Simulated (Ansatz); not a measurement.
Ansatz (an electronic-structure program) input:

Ansatz 0.2 input:
```yaml
crystal:
  lattice:
    - [0.0, 3.1441803465, 3.1441803465]
    - [3.1441803465, 0.0, 3.1441803465]
    - [3.1441803465, 3.1441803465, 0.0]
  atoms:
    - { symbol: Te, position: [0.0, 0.0, 0.0] }
    - { symbol: Sn, position: [0.5, 0.5, 0.5] }
kpoints:
  mp_grid: { grid: [8, 8, 8] }
  band_path:
    path:
      - [[0.0, 0.0, 0.0], [0.5, 0.0, 0.5], [0.625, 0.25, 0.625]]  # Γ-X-U
      - [[0.375, 0.375, 0.75], [0.0, 0.0, 0.0], [0.5, 0.5, 0.5], [0.5, 0.25, 0.75], [0.5, 0.0, 0.5]]  # K-Γ-L-W-X
    npoints: 12
basis: { xc_grid: 2 }
hamiltonian:
  xc: pbesol
  pseudopotentials: { kind: paw }
magnetization: { noncollinear: true, spin_orbit: true }
scf:
  n_extra_bands: 12
  convergence: { dr2_threshold: 0.0000000001 }
  occupations: { method: gaussian, width: 0.05 }
output: { eigenvalues: true }
```

Output (shortened):

```
Pseudopotential: Te, paw_fr, valence charge 16
Pseudopotential: Sn, paw_fr, valence charge 14
Functional definition: PBEsol
non-collinear run that drives no moment, with spin-orbit …
Crystal: 2 atoms, lattice volume = 62.166 Å³
Basis set: ecut = 420 eV, 1243 PW (Γ), exchange–correlation on 60×60×60 points (8 copies of the dense FFT grid, shifted against one another)
Bands: 42, of which v1, the nominal top of the filled ones, is band 30 counted from 1 (29 counted from 0)
Symmetry: 48 space group operations + 48 with time reversal
k-points: 29 of 512
Projection manifold: j_resolved (fully-relativistic pseudo-atomic orbitals)
SCF iter   1: F=—  HF=-12856.599266 eV  |F-HF|=—  |Δ(HF+E_count)|=         —  Δρ=1.10e-2  dr2=7.35e-2  dr2_m=0.00e0 (ungated)  ethr=3.10e-3  |M|=0.00e0 ∫|m|=0.00e0 μB  |m|>n=0.0e0 m-floor=0.0e0 τ_xc=0.0e0  β_m=0.30  ⟨swp⟩=9.4  Hψ=3422  notcnv=0  defer=24
preconditioner: auto → none
SCF iter   2: F=—  HF=-12856.591148 eV  |F-HF|=—  |Δ(HF+E_count)|=   8.12e-3  Δρ=7.38e-3  dr2=3.06e-2  dr2_m=0.00e0 (ungated)  ethr=2.45e-4  |M|=0.00e0 ∫|m|=0.00e0 μB  |m|>n=0.0e0 m-floor=0.0e0 τ_xc=0.0e0  β_m=0.56  ⟨swp⟩=1.6  Hψ=767  notcnv=0  defer=128
SCF iter   3: F=—  HF=-12856.588923 eV  |F-HF|=—  |Δ(HF+E_count)|=   2.22e-3  Δρ=1.53e-3  dr2=1.67e-3  dr2_m=0.00e0 (ungated)  ethr=1.02e-4  |M|=0.00e0 ∫|m|=0.00e0 μB  |m|>n=0.0e0 m-floor=0.0e0 τ_xc=0.0e0  β_m=0.50  ⟨swp⟩=2.0  Hψ=1062  notcnv=0  defer=128
SCF iter   4: F=—  HF=-12856.588258 eV  |F-HF|=—  |Δ(HF+E_count)|=   6.65e-4  Δρ=6.26e-4  dr2=2.12e-4  dr2_m=0.00e0 (ungated)  ethr=5.58e-6  |M|=0.00e0 ∫|m|=0.00e0 μB  |m|>n=0.0e0 m-floor=0.0e0 τ_xc=0.0e0  β_m=0.75  ⟨swp⟩=2.4  Hψ=901  notcnv=0  defer=128
SCF iter   5: F=—  HF=-12856.588227 eV  |F-HF|=—  |Δ(HF+E_count)|=   3.15e-5  Δρ=3.31e-4  dr2=8.06e-5  dr2_m=0.00e0 (ungated)  ethr=7.06e-7  |M|=0.00e0 ∫|m|=0.00e0 μB  |m|>n=0.0e0 m-floor=0.0e0 τ_xc=0.0e0  β_m=0.59  ⟨swp⟩=2.0  Hψ=966  notcnv=0  defer=128
SCF iter   6: F=—  HF=-12856.588185 eV  |F-HF|=—  |Δ(HF+E_count)|=   4.18e-5  Δρ=1.15e-4  dr2=9.24e-6  dr2_m=0.00e0 (ungated)  ethr=2.69e-7  |M|=0.00e0 ∫|m|=0.00e0 μB  |m|>n=0.0e0 m-floor=0.0e0 τ_xc=0.0e0  β_m=0.76  ⟨swp⟩=2.0  Hψ=795  notcnv=0  defer=128
SCF iter   7: F=—  HF=-12856.588180 eV  |F-HF|=—  |Δ(HF+E_count)|=   5.44e-6  Δρ=1.68e-5  dr2=1.59e-7  dr2_m=0.00e0 (ungated)  ethr=3.08e-8  |M|=0.00e0 ∫|m|=0.00e0 μB  |m|>n=0.0e0 m-floor=0.0e0 τ_xc=0.0e0  β_m=0.87  ⟨swp⟩=2.0  Hψ=966  notcnv=0  defer=128
SCF iter   8: F=—  HF=-12856.588181 eV  |F-HF|=—  |Δ(HF+E_count)|=   1.20e-6  Δρ=1.23e-6  dr2=5.63e-10  dr2_m=0.00e0 (ungated)  ethr=5.29e-10  |M|=0.00e0 ∫|m|=0.00e0 μB  |m|>n=0.0e0 m-floor=0.0e0 τ_xc=0.0e0  β_m=0.84  ⟨swp⟩=2.0  Hψ=966  notcnv=0  defer=128
SCF iter   9: F=-12856.588181 eV  HF=-12856.588181 eV  |F-HF|=3.64e-12  |Δ(HF+E_count)|=  3.89e-10  Δρ=1.49e-7  dr2=5.81e-12  dr2_m=0.00e0 (ungated)  ethr=1.00e-12  |M|=0.00e0 ∫|m|=0.00e0 μB  |m|>n=0.0e0 m-floor=0.0e0 τ_xc=0.0e0  ⟨swp⟩=10.1  Hψ=2500  notcnv=0
SCF 1 converged in 9 iterations: F = -12856.588181 eV  dr2 = 5.81e-12
NSCF: frozen V_eff on 74 k-points
SCF converged after 9 iterations
Magnetization: |M| = 0.0000 μB,  M = (+0.0000, +0.0000, +0.0000) μB
Absolute magnetization: 0.0000 μB (∫|m|)
  site 0: m = (+0.0000, +0.0000, +0.0000) μB, |m| = 0.0000 μB  (R = 1.30 Å)
  site 1: m = (+0.0000, +0.0000, +0.0000) μB, |m| = 0.0000 μB  (R = 1.30 Å)
Free energy (F): -12856.588181 eV
Harris-Foulkes:  -12856.588181 eV  (|F-HF|=3.64e-12)
Internal energy: -12856.588181 eV  (E = F + TS)
E sigma→0 (E₀):  -12856.588181 eV
Entropy (-TS):    0.000000 eV ( 0.000 meV/atom)
Fermi energy:    9.611346 eV
--- Per-component energies (eV) ---
  E_band       = -353.677200
  E_kinetic    = 367.349645
  E_local      = -2147.365892  (includes V_loc(G=0)·N_el)
  E_nonlocal   = -338.121588
  E_hartree    = 1348.463336
  E_xc         = -504.020249
  E_vxc        = -202.233263  (∫ρ·V_xc dr)
  E_paw        = -8651.863550  (= ΣΔE_a)
  E_vpaw       = -730.232612  (= ΣTr[D̂ρ^β])
  E_aug_tail   = -0.000158  (compensation charges beyond the density's cutoff)
  E_ewald      = -2931.696278
  E_core_change = 0.666554  (= ΣΔE_core)
  E_smearing   =  0.000000  (= −TS)
  E_closure    = 0.000000  (closes the sum)
  Σ components = -12856.588181   (vs F -12856.588181, Δ=0.00e0)
  [band-id]    e_kinetic+e_local+e_nonlocal+2·e_hartree+e_vxc+e_vpaw+e_augmentation_tail = -353.677197   (vs E_band -353.677200, Δ=2.73e-6)
--- Band table (eV; the first three rows and the last of 29) ---
  k-point 0: bands = ["-28.2355", "-28.2355", "-28.2355", "-28.2355", "-26.7689", "-26.7689", "-26.7689", "-26.7689", "-26.7659", "-26.7659", "-12.7846", "-12.7846", "-12.7846", "-12.7846", "-11.7460", "-11.7460", "-11.7460", "-11.7460", "-11.7414", …
  k-point 1: bands = ["-28.2354", "-28.2354", "-28.2354", "-28.2354", "-26.7689", "-26.7689", "-26.7688", "-26.7688", "-26.7658", "-26.7658", "-12.7848", "-12.7848", "-12.7842", "-12.7842", "-11.7468", "-11.7468", "-11.7456", "-11.7456", "-11.7408", …
  k-point 2: bands = ["-28.2354", "-28.2354", "-28.2352", "-28.2352", "-26.7689", "-26.7689", "-26.7685", "-26.7685", "-26.7655", "-26.7655", "-12.7854", "-12.7854", "-12.7834", "-12.7834", "-11.7488", "-11.7488", "-11.7447", "-11.7447", "-11.7390", …
  k-point 28: bands = ["-28.2350", "-28.2350", "-28.2350", "-28.2350", "-26.7686", "-26.7686", "-26.7684", "-26.7684", "-26.7650", "-26.7650", "-12.7848", "-12.7848", "-12.7831", "-12.7831", "-11.7515", "-11.7515", "-11.7451", "-11.7451", "-11.7346", …
```

Cost: around 50 core-seconds (rough) on shared cores.

Space group Fm-3m (rock salt). The cell was relaxed with PBEsol under the symmetry of its start.

Potentials: the later of the program's two PAW sets.

Ansatz is a plane-wave DFT program.
